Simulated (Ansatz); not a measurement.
## Two states of Gd₂InGe₂

```xyz
10
Lattice="7.3419 0.0261 0.0263 0.0261 7.2997 -0.0057 0.0152 -0.0033 4.2162" Properties=species:S:1:pos:R:3 pbc="T T T"
Gd    1.3670    4.7336    2.0637
Gd    2.6396    1.1747    2.4902
Gd    6.0307    2.2958    2.1355
Gd    4.9393    6.2704    2.0671
In    0.0440    7.2204    0.0222
In    3.9509    3.7314    0.0818
Ge    2.8858    6.2666    0.0677
Ge    0.5871    2.9015    4.0262
Ge    4.5552    0.7989    0.0883
Ge    6.5266    4.2794    4.1070
```

Level: r2SCAN; 500 eV; 3×3×4 (shifted by 0.5, 0, 0.5 steps) mesh; fermi-dirac occupations (width 0.0137 eV); Ansatz 0.2.0, fixed geometry.

State A: Gd1 down, Gd2 up, Gd3 up, Gd4 up (collinear spin). State B: Gd1 up, Gd2 down, Gd3 up, Gd4 down (collinear spin).

Compare the two self-consistent states.

State A is lower by 5.2 meV an atom at zero smearing. So small a gap isn't resolved on this mesh where a state is a metal.

| state | free energy (meV/atom) | largest moment in a small sphere (μB) | net moment (μB/cell) | gap on mesh (eV) | pressure (GPa) | largest force (eV/Å) |
| --- | --- | --- | --- | --- | --- | --- |
| A | 0.0 | 7.11 | 14.46 | metal | 10.2 | 11.14 |
| B | 5.2 | 7.08 | 0.33 | metal | 10.3 | 11.16 |

Origin: a strained cell with displaced atoms, so it need not be a known compound. Caveats: the k mesh is coarse if the cell is a metal; atoms or cell far from equilibrium; f shells without a U or exact exchange are poorly placed.
